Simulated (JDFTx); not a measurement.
MoSi2(001) slab cut from bulk MoSi2 (space group I4/mmm, indices of the conventional cell, lattice of the Materials Project entry mp-2592, not re-optimised): 6 atoms in 6 planes, a 1x1 cell of 10.27 Å² (|a| = 3.204, |b| = 3.204 Å), 6.4 Å between the outermost planes, Si outermost, slab composition Mo2Si4, cell height 22.5 Å, 6×6×1 k mesh, Fermi smearing 0.01 Ha, no spin polarisation. Whether this polymorph is the ambient one wasn't checked.

Profiles through the double layer of this slab, charged, in linear PCM (GLSSA13), water, 1 M NaCl; PBE, GBRV ultrasoft potentials, plane waves to 20/100 Ha, JDFTx (a modified build). z is the height above the outermost atoms, φ the plane-averaged electrostatic potential energy of an electron (zero in the bulk liquid), ρ_b the bound charge of solvent and ions, s the cavity shape function (0 in the solid, 1 in the liquid).

| z (Å) | n (e/Å³) | s | φ (eV) | ρ_b (10⁻³ e/Å³) |
|---|---|---|---|---|
| 1.01 | 0.0949 | 0.00 | -0.834 | 0.04 |
| 1.47 | 0.0334 | 0.00 | -0.214 | 1.52 |
| 1.94 | 0.0104 | 0.03 | 0.041 | 4.70 |
| 2.41 | 0.0031 | 0.41 | 0.039 | 3.42 |
| 2.88 | 0.0010 | 0.93 | 0.032 | 1.16 |
| 3.35 | 0.0003 | 1.00 | 0.028 | 0.35 |
| 3.82 | 0.0001 | 1.00 | 0.024 | 0.12 |
| 4.29 | 0.0000 | 1.00 | 0.021 | 0.05 |
| 4.76 | 0.0000 | 1.00 | 0.018 | 0.02 |
| 5.22 | 0.0000 | 1.00 | 0.015 | 0.01 |
| 5.69 | 0.0000 | 1.00 | 0.013 | 0.01 |
| 6.16 | 0.0000 | 1.00 | 0.011 | 0.01 |
| 6.63 | 0.0000 | 1.00 | 0.010 | 0.01 |
| 7.10 | 0.0000 | 1.00 | 0.008 | 0.00 |
| 7.57 | 0.0000 | 1.00 | 0.007 | 0.00 |

Question: Is the electrode positively or negatively charged, and roughly by how much?

Answer: Negatively: σ = -8.6 μC/cm² per face. The liquid's bound charge is of the opposite sign overall, and far from the surface φ decays with the screening length (3.0 Å).
